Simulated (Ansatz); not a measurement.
NaI (rock salt)

```
CELL_PARAMETERS angstrom
      0.00000     6.52904     6.52904
      3.26452     0.00000     3.26452
      3.26452     3.26452     0.00000
ATOMIC_POSITIONS crystal
  I  0.00000 0.00000 0.00000
  I  0.50000 0.00000 0.00000
  Na 0.25000 0.50000 0.50000
  Na 0.75000 0.50000 0.50000
```

The atoms are displaced by Q × the pattern below (from a DFPT mode at L = (0.5, 0.0, 0.0), largest move 1; Q in Å), at fixed cell. It is one choice among 2 degenerate patterns. (q is in reciprocal vectors of the primitive cell; the cell shown is doubled to hold the pattern.)

```
atom       x       y       z
----  ------  ------  ------
Na3   -0.285   0.520  -0.805
Na4    0.285  -0.520   0.805
```

Atoms not listed stay in place.

Method: PBE (plane waves to 420 eV, PAW, scalar-relativistic; Ansatz, an electronic-structure program). k mesh 9×9×9 (Γ-centred), Fermi-Dirac smearing 0.05 eV. Energies are smeared free energies. NaI was relaxed with its symmetry unable to fall. Spin-orbit coupling is left out, though I is heavy. ΔE is measured from the undisplaced structure.

```json
[
 {"Q (Å)": "-0.1000", "ΔE (meV/cell)": "8.9"},
 {"Q (Å)": "-0.0833", "ΔE (meV/cell)": "6.2"},
 {"Q (Å)": "-0.0667", "ΔE (meV/cell)": "3.9"},
 {"Q (Å)": "-0.0500", "ΔE (meV/cell)": "withheld"},
 {"Q (Å)": "-0.0333", "ΔE (meV/cell)": "1.0"},
 {"Q (Å)": "-0.0167", "ΔE (meV/cell)": "0.2"},
 {"Q (Å)": "0.0000", "ΔE (meV/cell)": "0.0"},
 {"Q (Å)": "0.0167", "ΔE (meV/cell)": "0.2"},
 {"Q (Å)": "0.0333", "ΔE (meV/cell)": "1.0"},
 {"Q (Å)": "0.0500", "ΔE (meV/cell)": "withheld"},
 {"Q (Å)": "0.0667", "ΔE (meV/cell)": "3.9"},
 {"Q (Å)": "0.0833", "ΔE (meV/cell)": "6.2"},
 {"Q (Å)": "0.1000", "ΔE (meV/cell)": "8.9"}
]
```

Q: Fit an even polynomial form (powers 2, 4) to the given rows and predict ΔE at Q = -0.0500.

A: Least squares on the 11 given rows: ΔE = (880.3)·Q² + (1088)·Q⁴, in meV/cell with Q in Å; root-mean-square residual 0.03 meV/cell. At -0.0500 the fit gives 2.2 meV/cell; the calculation gives 2.2 meV/cell, the same to the digits shown. The quadratic term alone would give 2.2 meV/cell.

(A displaced cell: forces are minus the slopes of the energy, force constants its curvatures, and phonons follow from these.)
